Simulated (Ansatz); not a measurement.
A distorted cell of InP (zinc blende):

```xyz
2
Lattice="0.0000 2.9798 2.9798 2.9798 0.0000 2.9798 2.9798 2.9798 0.0000" Properties=species:S:1:pos:R:3 pbc="T T T"
P      4.4696     4.4696     4.4696
In    -0.2167     0.0000     0.2167
```

The numbers are results of PBE (plane waves to 420 eV, PAW, scalar-relativistic; Ansatz, a program for electronic structure), not measurements. k mesh 8×8×8 (Γ-centred), Fermi-Dirac smearing 0.05 eV. Energies are smeared free energies. Stress and pressure are positive under compression. As the smearing reaches across the gap at some points, energies and forces of such displacements shift with the k mesh and the smearing. InP was relaxed with its symmetry unable to fall.

Question: Predict the force on every atom, in eV/Å.

Answer: 
```csv
atom,Fx,Fy,Fz
P1,-1.664,1.053,1.664
In2,1.664,-1.053,-1.664
```

Question: Give the stress tensor in GPa and the pressure.

Answer: 
```
    1.6     -4.9     -2.7
   -4.9      3.2      4.9
   -2.7      4.9      1.6
```
The pressure, a third of the trace, is 2.1 GPa.

Question: In it atom 2 sits (-0.217, 0.000, 0.217) Å away from its relaxed site. What is its energy relative to the relaxed cell?

Answer: 350 meV/cell.

(For displaced atoms, the force is minus the slope of the energy, and its curvature is a force constant, which sets phonon frequencies.)
